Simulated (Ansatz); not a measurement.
NaTl₃F₆:
```cif
data_F6NaTl3
_chemical_formula_sum 'Na1 Tl3 F6'
_space_group_name_H-M_alt 'P 1'
_space_group_IT_number 1
_cell_length_a 6.20309
_cell_length_b 6.20309
_cell_length_c 6.20309
_cell_angle_alpha 60.000
_cell_angle_beta 60.000
_cell_angle_gamma 60.000
loop_
_space_group_symop_operation_xyz
  'x, y, z'
loop_
_atom_site_label
_atom_site_type_symbol
_atom_site_fract_x
_atom_site_fract_y
_atom_site_fract_z
_atom_site_occupancy
Na1 Na 0.00000 0.00000 0.00000 1
Tl1 Tl 0.25000 0.25000 0.25000 1
Tl2 Tl 0.75000 0.75000 0.75000 1
Tl3 Tl 0.50000 0.50000 0.50000 1
F1 F 0.74633 0.25367 0.25367 1
F2 F 0.25367 0.74633 0.74633 1
F3 F 0.25367 0.74633 0.25367 1
F4 F 0.74633 0.25367 0.74633 1
F5 F 0.25367 0.25367 0.74633 1
F6 F 0.74633 0.74633 0.25367 1
```

Relaxed with r²SCAN. r²SCAN in the plane-wave PAW code Ansatz gives a gap of 4.05 eV.

Q: What gap does HSE06 give on the same cell (Ansatz, PAW)?

A: 4.87 eV, 0.82 eV more. The hybrid was solved on a coarser mesh and at special points; its gap is the smallest among all of these.

```csv
k,v1 r²SCAN,c1 r²SCAN,v1 HSE06,c1 HSE06
Γ,-0.72,4.48,?,?
X,0.00,4.05,0.00,4.87
L,-0.25,4.41,?,?
W,-0.01,4.21,?,?
K,-0.02,4.19,?,?
```

Q: Top valence (v1) and lowest conduction level (c1) in eV from each method's valence maximum (which need not be a listed point): supply the withheld HSE06 values.

A: 
- W, v1 HSE06: -0.04
- W, c1 HSE06: 5.05
- K, v1 HSE06: -0.05
- K, c1 HSE06: 5.03
- L, v1 HSE06: -0.32
- L, c1 HSE06: 5.30
- Γ, v1 HSE06: -1.14
- Γ, c1 HSE06: 5.42

Cost on shared cores: the r²SCAN run (SCF on a 6×6×6 mesh, then bands and DOS) very roughly 3 core-minutes, the HSE06 run (SCF on 3×3×3, then a few points) very roughly 5 core-minutes; the tasks are unlike.

Space group Fm-3m. The first step of the workflow began from a Materials Project structure, measured or hypothetical; the Crystallography Open Database copy checked does not list it. Its standing as an ambient phase is unchecked. The r²SCAN relaxation kept the symmetry of its start; whether a distortion lowers the energy is not shown. Scalar-relativistic: spin–orbit coupling is off unless named, which matters more the heavier the elements.

Potentials: the later of the program's two PAW sets.
